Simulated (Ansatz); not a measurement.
# Heated and quenched cell Ge64

Theory: DFT, PBEsol, PAW, plane waves in Ansatz.

Command (of this form; memory limits and the device number are left out):

```sh
ansatz run in.yaml --threads 8 --pin off --runs-dir r --events-out ev --progress --plain --backend cuda
```

The input less its lattice and atoms:

```yaml
accuracy: low
kpoints:
  mp_grid: { grid: [1, 1, 1] }
hamiltonian:
  xc: pbesol
scf:
  occupations: { method: fermi_dirac, width: 0.1 }
md:
  ensemble: nvt_langevin
  timestep: 2.5
  n_steps: 700
  temperature: 2200
  temperature_schedule: [{ n_steps: 240, end_temperature: 2200 }, { n_steps: 460, end_temperature: 300 }]
  friction: 0.02
  initial_velocities: maxwell_boltzmann
  seed: 1
```

Start:

```xyz
64
Lattice="11.4647 0.0000 0.0000 0.0000 11.4647 0.0000 0.0000 0.0000 11.4647" Properties=species:S:1:pos:R:3 pbc="T T T"
Ge    0.0492   11.3937    0.1388
Ge    0.0409   11.1421    5.7206
Ge   11.3384    5.7994    0.1303
Ge   11.4369    6.0035    5.9164
Ge    5.6202    0.0070   11.2867
Ge    5.8793    0.0598    6.0304
Ge    5.7550    5.6313    0.2121
Ge    5.7597    5.9407    5.9245
Ge    1.5720    1.6695    1.3759
Ge    1.1537    1.3979    7.3580
Ge    1.5216    7.1395    1.5632
Ge    1.4903    7.2561    7.1429
Ge    7.2148    1.3706    1.4042
Ge    7.2420    1.3304    7.1730
Ge    7.2912    6.9844    1.6223
Ge    7.0358    7.2614    7.1606
Ge    2.8317    2.7659   11.4037
Ge    3.0341    3.0982    5.6676
Ge    2.6208    8.6262    0.2518
Ge    2.7879    8.5123    5.6724
Ge    8.4394    2.8860   11.4633
Ge    8.6192    2.7074    5.8831
Ge    8.7549    8.6999    0.2840
Ge    8.3960    8.6964    5.4289
Ge    4.3233    4.5637    1.3513
Ge    4.3417    4.2431    7.2046
Ge    4.5506    9.8248    1.7688
Ge    4.2246   10.1390    7.1116
Ge    9.9268    4.3715    1.5494
Ge    9.8737    4.1931    7.3723
Ge    9.8683    9.9653    1.5769
Ge   10.3122   10.0536    7.1538
Ge    2.9698   11.4095    2.7888
Ge    2.8647   11.3751    8.4749
Ge    2.7823    5.7345    2.8131
Ge    2.9633    6.0717    8.8860
Ge    8.6290   11.3141    2.7391
Ge    8.3278   11.3947    8.5857
Ge    8.8276    5.4882    2.8010
Ge    8.6849    5.7488    8.6213
Ge    4.0741    1.4199    4.1968
Ge    4.1418    1.1761    9.9283
Ge    4.2172    7.1190    4.1433
Ge    4.2889    7.1109    9.9813
Ge    9.8839    1.5072    4.0536
Ge   10.0816    1.7263   10.1026
Ge   10.1199    7.0070    4.4320
Ge   10.0193    7.1469   10.1606
Ge    0.3300    2.7980    3.0028
Ge    0.2578    2.6320    8.5511
Ge   11.3528    8.8068    2.8522
Ge   11.3913    8.5183    8.6476
Ge    5.6006    3.0238    2.8611
Ge    5.7638    2.9778    8.7059
Ge    5.7580    8.4729    3.0379
Ge    5.6961    8.5016    8.4674
Ge    1.2878    4.1034    4.4319
Ge    1.7375    4.1363    9.9053
Ge    1.4245   10.1069    4.4371
Ge    1.3841    9.7459   10.2741
Ge    7.1808    4.2468    4.3046
Ge    7.1026    4.2941   10.1603
Ge    6.9690   10.1716    4.1300
Ge    7.0642    9.9280   10.1041
```

Some of the steps:

```
step  free energy without the kinetic part, less step 39 (eV)  temperature (K)  largest force component (eV/Å)
  39                                                    0.000             2135                            3.06
  79                                                    3.989             1782                            3.58
 119                                                    5.283             2247                            3.51
 159                                                    6.472             2158                            2.55
 199                                                    9.552             2149                            3.57
 239                                                    9.390             2597                            4.32
 279                                                    7.308             2337                            2.05
 319                                                   10.112             2072                            3.00
 359                                                    9.718             1648                            2.91
 399                                                    7.577             1737                            4.50
 439                                                    5.252             1280                            1.79
 479                                                    5.177             1363                            2.17
 519                                                    3.907             1220                            1.34
 559                                                    4.434              944                            2.18
 599                                                    3.795              748                            1.76
 639                                                    2.401              851                            1.30
 679                                                    1.486              427                            1.75
```

Structure at step 359 of the program's count:

```xyz
64
Lattice="11.4647 0.0000 0.0000 0.0000 11.4647 0.0000 0.0000 0.0000 11.4647" Properties=species:S:1:pos:R:3 pbc="T T T"
Ge    1.2571   11.2036   11.1264
Ge    1.1412    0.4123    6.3672
Ge   11.1644    6.6748    0.9573
Ge    2.1474    8.4070    6.3040
Ge    5.2518   11.2095    9.9918
Ge    6.4220   11.2837    6.7841
Ge    5.7419    5.1069    0.9283
Ge    5.8890    4.1895    5.1678
Ge    2.1730    2.3136    4.0707
Ge    2.5940    2.8155    7.2332
Ge    1.8616    6.0634    0.3984
Ge    2.7531    6.8951    8.9563
Ge    6.6930    0.7028    0.0360
Ge    7.2067    1.9950    7.0009
Ge    8.1162    8.0461    2.7793
Ge    7.4684    6.0710    6.4818
Ge    2.1828    1.7945    0.4037
Ge    3.4439    0.6872    5.2332
Ge    2.4980    8.9959    1.2530
Ge    4.7934    6.8699    6.1548
Ge    7.6622    3.8409   10.8666
Ge    8.1444    2.4271    4.9307
Ge    7.0031    9.1429    0.4594
Ge    9.0436    8.6418    6.5430
Ge    3.7699    4.3939    2.7260
Ge    3.3663    4.8441    5.2700
Ge    4.0015   10.7221    0.9372
Ge    3.9609    8.7629    7.7335
Ge    9.3823    3.7779    1.5321
Ge    9.7111    4.4502    6.5464
Ge    8.7453   10.6635    0.6881
Ge   10.0317    0.4938    6.8428
Ge    1.1871   10.8891    2.1692
Ge    2.8161   11.1565    8.7810
Ge    2.4410    7.1080    2.6924
Ge    2.7449    4.4981    9.5243
Ge    8.6014   11.3095    3.0018
Ge    8.5877    1.0220    9.1823
Ge    8.5245    6.0452    1.2827
Ge    9.0123    6.0664    8.3646
Ge    6.2505    0.5117    3.7486
Ge    4.3095    2.4570    9.5730
Ge    4.4068    8.8221    4.4188
Ge    4.6709    7.1381   10.3714
Ge   10.3937    1.2824    4.3763
Ge   10.5919    2.0273   10.6679
Ge    9.6455    6.9963    4.5455
Ge    9.2717    8.2675   11.1899
Ge   11.4355    4.0914    3.8175
Ge   11.3275    3.4089    8.5042
Ge   10.7340    8.3182    2.4959
Ge    9.9749    8.9169    8.9351
Ge    4.6220    2.5782    0.5850
Ge    5.9646    3.6071    8.4722
Ge    5.7936    9.9624    2.4235
Ge    6.0655    7.7597    8.3453
Ge    0.4211    5.4102    5.5143
Ge   11.4056    6.2974    8.9293
Ge    0.3396   10.1190    4.3085
Ge    1.5708    8.5591   10.2911
Ge    7.0570    3.7409    2.7810
Ge    6.9018    5.7986    9.6445
Ge    7.4314   10.0001    4.9194
Ge    7.4653    9.6499    9.2368
```

End:

```
Ge
1.0
    11.46470    0.00000    0.00000
     0.00000   11.46470    0.00000
     0.00000    0.00000   11.46470
Ge
64
Cartesian
  0.8363 11.1139 10.6271
  1.3455 11.4320 7.1438
  11.2271 7.0773 0.4762
  2.1308 7.8640 4.4141
  5.3171 10.0895 10.5637
  5.1455 10.3371 6.3386
  5.8300 4.6426 1.5056
  4.9496 2.8392 4.7414
  0.3478 2.6729 4.3177
  2.8460 2.1853 6.6394
  2.0407 5.4054 11.2090
  3.1893 7.0556 9.7516
  5.7779 1.2072 10.2600
  6.7531 1.0874 7.0280
  7.4873 6.9696 4.4510
  7.9662 5.0781 6.1702
  2.6511 1.6155 0.7796
  3.3800 0.3734 4.9124
  2.4950 9.0929 2.1392
  4.8951 6.3471 5.9609
  7.6388 2.8603 10.6571
  9.8609 3.3949 5.7935
  7.0135 8.5060 0.3654
  9.0502 8.8678 6.6883
  4.7234 5.2613 3.7197
  2.4118 4.5645 5.9669
  4.1073 11.2134 1.2204
  3.1668 8.8602 7.4382
  9.4251 4.0005 0.9931
  11.2350 5.1096 7.0766
  8.3090 11.3138 11.3447
  9.9830 0.9717 6.7298
  1.9732 1.0728 3.0998
  2.9552 10.8569 9.2209
  2.3692 5.8069 2.8101
  2.3256 4.1669 8.6741
  8.2259 11.1122 2.4044
  8.9198 1.2384 9.0452
  8.1637 6.0745 1.7306
  8.5210 6.5340 8.3439
  7.1767 1.3180 4.5126
  4.3473 2.5053 8.7186
  4.6909 8.5326 4.2774
  5.4198 6.5482 10.9512
  10.1577 0.0902 4.2670
  10.6016 1.4152 11.1604
  9.6226 8.4879 4.2886
  9.4659 8.6727 10.8902
  10.8590 4.6625 3.0447
  0.4668 2.2248 8.3882
  10.3391 9.4804 1.8877
  10.4349 10.0618 8.8392
  3.9455 3.7868 0.2126
  5.9733 3.5298 7.0358
  5.9210 9.7706 2.2172
  6.5529 8.1189 7.1505
  11.2903 6.6871 4.8721
  11.0920 7.1732 8.9572
  1.0407 10.3497 4.3485
  1.6398 8.7350 11.3015
  9.0632 2.2617 3.3028
  6.7903 4.8468 9.1672
  7.1534 9.8816 4.6625
  7.2389 10.6225 8.9534
```

The run ended as planned.

Time: 7 min of wall time on one NVIDIA GB300 with 8 processor threads, on a host shared with other runs; peak host memory 2 GiB.
